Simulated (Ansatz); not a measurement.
## CaP₆, before and after

Recipe of this trial structure of CaP₆: Ca between sheets of the As type, stage 1 (C2/m, No. 12) (host P; sites filled 1 of 3). A sheet's type names the database crystal that the layer was cut from. Its size is a rough estimate.

start.cif

```cif
data_structure
_symmetry_space_group_name_H-M 'C2/m'
_symmetry_Int_Tables_number 12
_cell_length_a 5.8550
_cell_length_b 10.1412
_cell_length_c 4.9174
_cell_angle_alpha 90.000
_cell_angle_beta 113.384
_cell_angle_gamma 90.000
_cell_volume 268.00
loop_
_atom_site_label
_atom_site_type_symbol
_atom_site_symmetry_multiplicity
_atom_site_Wyckoff_symbol
_atom_site_fract_x
_atom_site_fract_y
_atom_site_fract_z
_atom_site_occupancy
Ca1 Ca 2 d 0.50000 0.00000 0.50000 1
P1 P 8 j 0.20894 0.83333 0.12682 1
P2 P 4 i 0.70894 0.00000 0.12682 1
```

Computed with DFT PBE+D3(BJ), scalar-relativistic, plane waves, PAW in Ansatz. Cutoff 420 eV, Gaussian smearing, Γ-centred meshes. Cell and atoms relax first on a coarse mesh and then on a finer one. In between, the cell is made exact in the group found at 0.06 Å. In metals the finer mesh still leaves noise of several meV/atom or more. The steps can't lower the symmetry of their start. No spin polarisation.

end.cif

```cif
data_structure
_symmetry_space_group_name_H-M 'C2/m'
_symmetry_Int_Tables_number 12
_cell_length_a 5.7807
_cell_length_b 9.6610
_cell_length_c 5.8042
_cell_angle_alpha 90.000
_cell_angle_beta 108.839
_cell_angle_gamma 90.000
_cell_volume 306.79
loop_
_atom_site_label
_atom_site_type_symbol
_atom_site_symmetry_multiplicity
_atom_site_Wyckoff_symbol
_atom_site_fract_x
_atom_site_fract_y
_atom_site_fract_z
_atom_site_occupancy
Ca1 Ca 2 d 0.50000 0.00000 0.50000 1
P1 P 8 j 0.19747 0.83129 0.11037 1
P2 P 4 i 0.70491 0.00000 0.11238 1
```

The symmetry stays C2/m (No. 12). The volume per atom grows by 14.5 %, from 19.1 to 21.9 Å³. The shortest distance goes from 2.26 Å (P–P) to 2.23 Å (P–P). The energy falls by about 0.17 eV/atom (the start's value is from the coarse mesh).

```json
{
 "Volume per atom": "21.91 Å³",
 "Density": "2.45 g/cm³",
 "Energy over the elements": "−0.14 eV/atom",
 "Gap on the 8×8×8 mesh of the 7-atom cell": "0 eV (a metal)"
}
```

Energies over the elements count from the elements' standard structures at the same level, with no fitted energy shifts. The references include black phosphorus. Whether it is stable depends on the other phases of the system, which aren't compared here.

The last run used Gaussian smearing of 0.10 eV. A structure relaxed within its symmetry needn't be a true minimum. In all, the 3 runs took 18 min on 1 thread of Intel(R) Xeon(R) Processor @ 2.50GHz (Skylake/Cascade Lake), on a shared host.
